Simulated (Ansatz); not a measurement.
An elastic tensor (GPa, Voigt order, standard axes) from DFT-PBEsol in the program Ansatz with PAW potentials:

```
     1    2    3     4     5     6
-  ---  ---  ---  ----  ----  ----
1  384  102  102   0.0   0.0   0.0
2  102  384  102   0.0   0.0   0.0
3  102  102  384   0.0   0.0   0.0
4  0.0  0.0  0.0  75.9   0.0   0.0
5  0.0  0.0  0.0   0.0  75.9   0.0
6  0.0  0.0  0.0   0.0   0.0  75.9
```

Question: Pick the material that matches.
(A) TaW3, Fm-3m (Ta on 4a, W on 8c, W on 4b)
(B) BaTaO3, cubic perovskite
(C) BaO, rock salt
(D) CsPbCl3, cubic perovskite

Answer: B, BaTaO3, cubic perovskite

Space group Pm-3m (cubic perovskite). The workflow started from a Materials Project entry (that database holds measured and hypothetical structures alike); the Crystallography Open Database copy checked does not list it. Whether it is the stable phase at ambient conditions was not checked. The PBEsol relaxation kept the symmetry of its start; whether a distortion lowers the energy is not shown. No spin polarisation was allowed. As this level gives no gap, shear constants depend on the k-mesh and smearing (Fermi–Dirac, 0.1 eV here). Spin–orbit coupling is left out wherever it is not named.

Potentials: the later of the program's two PAW sets.
